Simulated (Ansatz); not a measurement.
SiC (zinc blende)

```
CELL_PARAMETERS angstrom
      0.00000     4.37975     4.37975
      2.18988     0.00000     2.18988
      2.18988     2.18988     0.00000
ATOMIC_POSITIONS crystal
  C  0.37500 0.75000 0.75000
  C  0.87500 0.75000 0.75000
  Si 0.00000 0.00000 0.00000
  Si 0.50000 0.00000 0.00000
```

In each cell atom 3 (Si, nearest neighbour C at 1.896 Å; its periodic images, 3.1 Å or more away, move with it) moves by s·(-0.577, -0.577, -0.577) (towards the nearest neighbour), the rest being held.

Level of theory: PBE (plane waves to 420 eV, PAW, scalar-relativistic; Ansatz, a quantum-chemistry and plane-wave program). k mesh 5×10×10 (Γ-centred), Fermi-Dirac smearing 0.05 eV. Energies are smeared free energies. SiC was relaxed with its symmetry unable to fall. The zero of ΔE is the undisplaced structure.

| s (Å) | ΔE (meV/cell) |
|---|---|
| -0.380 | 922 |
| -0.304 | 651 |
| -0.228 | 402 |
| -0.152 | 195 |
| -0.076 | 53 |
| 0.000 | 0 |
| 0.076 | 64 |
| 0.152 | withheld |
| 0.228 | 686 |
| 0.304 | 1344 |
| 0.380 | 2330 |

Problem. Fit a polynomial form (powers 2, 3, 4) to the given rows and predict ΔE at s = 0.152.

Solution. Least squares on the 10 given rows: ΔE = (10010)·s² + (12700)·s³ + (8625)·s⁴, in meV/cell with s in Å; root-mean-square residual 6.9 meV/cell. At 0.152 the fit gives 280 meV/cell; the calculation gives 278 meV/cell, so the interpolation is off by 2 (+0.7 %). The quadratic term alone would give 231 meV/cell.

(A displaced cell: forces are minus the slopes of the energy, force constants its curvatures, and phonons follow from these.)
